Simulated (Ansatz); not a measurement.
# Trial structures of Ti₄HBr: starts and ends

These are results of DFT PBE, scalar-relativistic, plane waves, PAW (Ansatz 0.2.0), not measurements. All cells share a 420 eV cutoff and Γ-centred k meshes spaced at most about 0.3 Å⁻¹ (about 0.25 or finer for metals, 2π included). Collinear spin in cells that started with moments and kept them past the coarse steps, no spin elsewhere.

Each guess was relaxed in cell and atoms at zero pressure, within the symmetry of its start. All energies are static (0 K, no zero-point motion). Coordination counts Br or H atoms around Ti (for each partner element, those within 1.25 times its shortest distance or 1.15 times the sum of covalent radii, where it is the nearest in units of that sum or under 1.3; a plus sign parts groups by distance over the sum of covalent radii).

| guess | made from | start group | V start (Å³/atom) | end group | V end (Å³/atom) | coordination at the end | gap on mesh (eV) | largest moment (μB) | E over the lowest end (meV/atom) |
| --- | --- | --- | --- | --- | --- | --- | --- | --- | --- |
| 1 | SmErFe4 type | F-43m | 16.6 | F-43m | 18.8 | Ti 3 | 0 | 0.6 | 584 |
| 2 | TmNi4Au type | F-43m | 15.8 | ? | ? | ? | ? | ? | ? |
| 3 | H4BrN type | P-43m | 14.0 | P-43m | 18.6 | Ti 2 | 0 | - | 0 |
| 4 | NaErF4 type | P4/mmm | 13.7 | P4/mmm | 16.6 | Ti 2+2 | 0 | - | 4 |

Guess 2 as it starts:

```
Ti H Br
1.0
     0.00000    3.62124    3.62124
     3.62124    0.00000    3.62124
     3.62124    3.62124    0.00000
Ti H Br
4 1 1
Cartesian
  4.5323 6.3315 4.5323
  4.5323 4.5323 6.3315
  6.3315 6.3315 6.3315
  6.3315 4.5323 4.5323
  1.8106 1.8106 1.8106
  3.6212 3.6212 3.6212
```

Problem. Predict the end of this guess and its energy over the lowest end.

Solution. It ends in space group F-43m (No. 216), with a = 7.600 Å, 18.3 Å³/atom and no gap, without spin. It lies 0.59 eV/atom over the lowest end, within the noise of guess 1 and so the highest of the set. The shortest distance is 2.61 Å (Ti–Ti) in this end and 1.75 Å (Ti–H) in the lowest (guess 3).

```cif
data_structure
_symmetry_space_group_name_H-M 'F-43m'
_symmetry_Int_Tables_number 216
_cell_length_a 7.5997
_cell_length_b 7.5997
_cell_length_c 7.5997
_cell_angle_alpha 90.000
_cell_angle_beta 90.000
_cell_angle_gamma 90.000
_cell_volume 438.92
loop_
_atom_site_label
_atom_site_type_symbol
_atom_site_symmetry_multiplicity
_atom_site_Wyckoff_symbol
_atom_site_fract_x
_atom_site_fract_y
_atom_site_fract_z
_atom_site_occupancy
Ti1 Ti 16 e 0.12143 0.12143 0.12143 1
H1 H 4 d 0.25000 0.25000 0.75000 1
Br1 Br 4 b 0.50000 0.00000 0.00000 1
```

Formation energies are uncorrected and refer to the elements' standard structures at the same level (H₂ as a molecule). The references include crystalline Br.

Problem. Is the lowest end bound against the elements?

Solution. No: its formation energy is +0.37 eV/atom. The separate elements lie lower, so it is unstable against them.

The k mesh leaves some 4 meV/atom of noise in the energy of each metallic cell. The reference form of Br is held partly by dispersion forces, which this level lacks. With hydrogen, zero-point motion can shift formation energies by some tens of meV/atom. Another magnetic order may lie lower. Cells relaxed within their symmetry can be saddle points. A lower structure may well exist outside this small set. Some candidate types were left out of the draw beforehand, so a known form may be missing.
